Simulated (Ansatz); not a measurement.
This guess for BeAl₆ is about to be relaxed.

```cif
data_structure
_symmetry_space_group_name_H-M 'Cmmm'
_symmetry_Int_Tables_number 65
_cell_length_a 5.2829
_cell_length_b 7.7882
_cell_length_c 4.8428
_cell_angle_alpha 90.000
_cell_angle_beta 90.000
_cell_angle_gamma 90.000
_cell_volume 199.25
loop_
_atom_site_label
_atom_site_type_symbol
_atom_site_symmetry_multiplicity
_atom_site_Wyckoff_symbol
_atom_site_fract_x
_atom_site_fract_y
_atom_site_fract_z
_atom_site_occupancy
Be1 Be 2 c 0.50000 0.00000 0.50000 1
Al1 Al 8 p 0.33949 0.33626 0.00000 1
Al2 Al 4 j 0.50000 0.62494 0.50000 1
```

Theory: Ansatz, DFT PBE, scalar-relativistic, plane waves, PAW. Cutoff 420 eV, Gaussian smearing, Γ-centred meshes. Cell and atoms relax first on a coarse mesh and then on a finer one. In between, the cell is made exact in the group found at 0.06 Å. In metals the finer mesh still leaves noise of several meV/atom or more. The steps can't lower the symmetry of their start. No spin polarisation.

A guess keeps its type if space group and coordination stay and the shape of the cell changes little (axis ratios within about 15 %, angles within 6°); the volume may change.

Question: Does this structure survive the relaxation?

Answer: It doesn't keep its type. The symmetry stays Cmmm (No. 65). The volume per atom grows by 19.0 %, from 14.2 to 16.9 Å³. The shortest distance goes from 1.64 Å (Al–Al) to 2.61 Å (Al–Al). Counting neighbours within 15 % of an atom's shortest distance, the start has Al 1/2, Be 6 and the end Al 9/11, Be 10. In detail, at the end around Be lie 10 Al at 2.70–2.71 Å; Al on a site of symmetry m is surrounded by 8 Al at 2.61–3.01 Å and 2 Be at 2.70 Å; Al on a site of symmetry m2m has 1 Be at 2.71 Å and 10 Al at 2.75–2.83 Å.

```cif
data_structure
_symmetry_space_group_name_H-M 'Cmmm'
_symmetry_Int_Tables_number 65
_cell_length_a 5.6285
_cell_length_b 11.2343
_cell_length_c 3.7510
_cell_angle_alpha 90.000
_cell_angle_beta 90.000
_cell_angle_gamma 90.000
_cell_volume 237.18
loop_
_atom_site_label
_atom_site_type_symbol
_atom_site_symmetry_multiplicity
_atom_site_Wyckoff_symbol
_atom_site_fract_x
_atom_site_fract_y
_atom_site_fract_z
_atom_site_occupancy
Be1 Be 2 c 0.50000 0.00000 0.50000 1
Al1 Al 8 p 0.25463 0.38380 0.00000 1
Al2 Al 4 j 0.00000 0.25852 0.50000 1
```

The last run used an 8×8×10 mesh (in the run's order of axes) for its 7-atom cell and Gaussian smearing of 0.10 eV. Symmetry constrained the relaxation, so the result can be a saddle point.

In counts of neighbours, a slash parts the counts of unlike sites.
